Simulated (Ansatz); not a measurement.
The calculation used DFT PBE, scalar-relativistic, plane waves, PAW (Ansatz). All cells share a 420 eV cutoff and Γ-centred k meshes spaced about 0.3 Å⁻¹ or finer (0.25 for metals, 2π included). No spin polarisation.

All energies are static (0 K, no zero-point motion).

Two relaxed structures of Ga2Te2O:

A.

```cif
data_structure
_symmetry_space_group_name_H-M 'Cmc2_1'
_symmetry_Int_Tables_number 36
_cell_length_a 11.5850
_cell_length_b 7.2602
_cell_length_c 6.8661
_cell_angle_alpha 90.000
_cell_angle_beta 90.000
_cell_angle_gamma 90.000
_cell_volume 577.50
loop_
_atom_site_label
_atom_site_type_symbol
_atom_site_symmetry_multiplicity
_atom_site_Wyckoff_symbol
_atom_site_fract_x
_atom_site_fract_y
_atom_site_fract_z
_atom_site_occupancy
Ga1 Ga 8 b 0.64075 0.66538 0.76887 1
Te1 Te 8 b 0.65703 0.30782 0.66229 1
O1 O 4 a 0.50000 0.74860 0.69069 1
```

B.

```cif
data_structure
_symmetry_space_group_name_H-M 'P6_3/mmc'
_symmetry_Int_Tables_number 194
_cell_length_a 4.1671
_cell_length_b 4.1671
_cell_length_c 20.5639
_cell_angle_alpha 90.000
_cell_angle_beta 90.000
_cell_angle_gamma 120.000
_cell_volume 309.25
loop_
_atom_site_label
_atom_site_type_symbol
_atom_site_symmetry_multiplicity
_atom_site_Wyckoff_symbol
_atom_site_fract_x
_atom_site_fract_y
_atom_site_fract_z
_atom_site_occupancy
Ga1 Ga 4 f 0.66667 0.33333 0.83619 1
Te1 Te 4 f 0.33333 0.66667 0.60517 1
O1 O 2 c 0.66667 0.33333 0.75000 1
```

Task: Which is lower in energy, and by how much?

Result: B is lower, by 42 meV/atom. A has space group Cmc2_1 (No. 36), 28.9 Å³/atom and a gap of 1.51 eV on its mesh; B has space group P6_3/mmc (No. 194), 30.9 Å³/atom and a gap of 1.39 eV. In A, Ga is surrounded by 1 O at 1.82 Å and 3 Te at 2.66–2.71 Å; around Te lie 3 Ga at 2.66–2.71 Å; around O lie 2 Ga at 1.82 Å. In B, around Ga lie 1 O at 1.77 Å and 3 Te at 2.69 Å; Te is surrounded by 3 Ga at 2.69 Å; O is surrounded by 2 Ga at 1.77 Å. Both come from trial cells of a structure search.

No dispersion correction is applied, so the spacing and binding between layers, chains or molecules are poorly described (P6_3/mmc), and this can change margins and order among such cells. These runs have no spin–orbit coupling, which can matter for Te. Kohn–Sham gaps at this level usually fall short of measured ones. The missing spin–orbit coupling can work the other way here. With atoms moved at random, B (by 6 meV/atom) fell into a lower structure. A had no clear such test and can be a saddle point.
